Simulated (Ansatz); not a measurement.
BaS:
```
CELL_PARAMETERS angstrom
      0.00000     3.21427     3.21427
      3.21427     0.00000     3.21427
      3.21427     3.21427     0.00000
ATOMIC_POSITIONS crystal
  Ba 0.00000 0.00000 0.00000
  S  0.50000 0.50000 0.50000
```

Relaxed with PBE. Special points in fractions of this cell's reciprocal vectors: Γ (0.000, 0.000, 0.000); X (0.500, 0.000, 0.500); U (0.625, 0.250, 0.625); K (0.375, 0.375, 0.750); L (0.500, 0.500, 0.500); W (0.500, 0.250, 0.750).

List the band energies nearest the valence-band maximum at these points for the program Ansatz at the PBE with spin–orbit coupling level (PAW).

In eV from the valence-band maximum; about four levels below and three above (degenerate sets whole), none deeper than 8.9 eV; points with the same levels are listed once.

```
k                    below                          above
-  -----------------------  -----------------------------
Γ      0.00 0.00 0.00 0.00  3.55 3.55 3.89 3.89 3.89 3.89
X  -0.22 -0.22 -0.08 -0.08            2.19 2.19 5.93 5.93
U  -0.59 -0.59 -0.51 -0.51            3.30 3.30 5.82 5.82
L  -1.04 -1.04 -1.01 -1.01            5.45 5.45 5.52 5.52
W  -0.55 -0.55 -0.41 -0.41            4.22 4.22 4.25 4.25
```

Space group Fm-3m (rock salt). The cell was relaxed with PBE under the symmetry of its start.

Potentials: the later of the program's two PAW sets.
